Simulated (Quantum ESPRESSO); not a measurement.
```cif
data_H2Na2O2
_chemical_formula_sum 'H2 O2 Na2'
_space_group_name_H-M_alt 'P21/m'
_space_group_IT_number 11
_space_group_name_Hall '-P 2yb'
_cell_length_a 3.36737
_cell_length_b 3.44084
_cell_length_c 5.30102
_cell_angle_alpha 90.000
_cell_angle_beta 102.922
_cell_angle_gamma 90.000
loop_
_atom_site_label
_atom_site_type_symbol
_atom_site_symmetry_multiplicity
_atom_site_Wyckoff_symbol
_atom_site_fract_x
_atom_site_fract_y
_atom_site_fract_z
_atom_site_occupancy
H1 H 2 e 0.00236 0.75000 0.58062 1
O1 O 2 e 0.80478 0.25000 0.25419 1
Na1 Na 2 e 0.31103 0.75000 0.19361 1
```

Cell and atoms were relaxed with PBE+D3(BJ) from Materials Project entry mp-23940, within its symmetry.

Question: What does norm-conserving PBEsol (Quantum ESPRESSO, 88 Ry, no spin-orbit coupling) give for the electronic structure near the Fermi level?

Answer: The PBEsol gap is direct, 3.30 eV at Γ.
